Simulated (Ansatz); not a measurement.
Consider the following.

MgH2:
```
MgH2
1.0
    4.51680     0.00000     0.00000
    0.00000     4.51680     0.00000
    0.00000     0.00000     3.01320
Mg H
2 4
Direct
  0.00000   0.00000   0.00000
  0.50000   0.50000   0.50000
  0.30465   0.30465   0.00000
  0.19535   0.80465   0.50000
  0.69535   0.69535   0.00000
  0.80465   0.19535   0.50000
```

This is the PBE-relaxed structure. Cartesian axes are those of the cell as given.

Question: All from PBE (plane waves, PAW; program Ansatz), unless another level is named. Estimate the band gap.

Answer: 3.72 eV (indirect).

Question: Give the conduction-band minimum.

Answer: on the A–Z line, 21 % of the way from A (4 equivalent valleys).

Question: Give the valence-band maximum.

Answer: off the standard path, at k = (0.156, 0.156, -0.089).

Space group P4_2/mnm (rutile). The PBE relaxation kept the symmetry of its start.

Potentials: the later of the program's two PAW sets.
